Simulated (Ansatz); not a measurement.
# A trial form of B6I

Theory: Ansatz 0.2.0, DFT PBE, scalar-relativistic, plane waves, PAW. Cutoff 420 eV, Gaussian smearing, Γ-centred meshes. Cell and atoms relax first on a coarse mesh and then on a finer one. In between, the cell is made exact in the group found at 0.06 Å. In metals the finer mesh still leaves noise of several meV/atom or more. The steps can't lower the symmetry of their start. No spin polarisation.

A trial structure of B6I was built thus: random cell by space group and Wyckoff sites (P6/mmm, No. 191). The dimensions are guesses.

```
B I
1.0
     5.38416    0.00000    0.00000
    -2.69208    4.66282    0.00000
     0.00000    0.00000    3.80272
B I
6 1
Direct
  0.33333 0.66667 0.50000
  0.66667 0.33333 0.50000
  0.50000 0.00000 0.50000
  0.00000 0.50000 0.50000
  0.50000 0.50000 0.50000
  0.00000 0.00000 0.50000
  0.00000 0.00000 0.00000
```

Energies over the elements count from the elements' standard structures at the same level, with no fitted energy shifts.

Task: Where does the relaxation end?

Result: The symmetry stays P6/mmm (No. 191). The volume per atom grows by 27.2 %, from 13.6 to 17.3 Å³. The shortest distance goes from 1.55 Å (B–B) to 1.60 Å (B–B). The ratio c/a of the conventional cell changes by a factor of 1.17. The energy falls by about 0.31 eV/atom (the start's value is from the coarse mesh). Conventional cell: a = 5.543 Å, c = 4.564 Å. Around B on a site of symmetry -6m2 lie 3 B at 1.60 Å; around B on a site of symmetry mmm lie 2 B at 1.60 Å; B on a site of symmetry 6/mmm has 2 I at 2.28 Å; around I lie 2 B at 2.28 Å.

```cif
data_structure
_symmetry_space_group_name_H-M 'P6/mmm'
_symmetry_Int_Tables_number 191
_cell_length_a 5.5426
_cell_length_b 5.5426
_cell_length_c 4.5644
_cell_angle_alpha 90.000
_cell_angle_beta 90.000
_cell_angle_gamma 120.000
_cell_volume 121.43
loop_
_atom_site_label
_atom_site_type_symbol
_atom_site_symmetry_multiplicity
_atom_site_Wyckoff_symbol
_atom_site_fract_x
_atom_site_fract_y
_atom_site_fract_z
_atom_site_occupancy
B1 B 2 d 0.33333 0.66667 0.50000 1
B2 B 3 g 0.50000 0.00000 0.50000 1
B3 B 1 b 0.00000 0.00000 0.50000 1
I1 I 1 a 0.00000 0.00000 0.00000 1
```

Task: How does it come out in energy, and is it a metal?

Result:

* Energy over the elements: +1.35 eV/atom
* Gap on the 12×12×8 mesh of the 7-atom cell: 0 eV (a metal)

It can't be a ground state, since the elements alone are lower.

The last run used Gaussian smearing of 0.10 eV. No dispersion correction is applied, so the spacing and binding between layers, chains or molecules are poorly described. These runs have no spin–orbit coupling, which can matter for I. The cell is a metal run without spin; a magnetic state may lie lower. The reference form of I is held partly by dispersion forces, which this level lacks. Symmetry constrained the relaxation, so the result can be a saddle point.
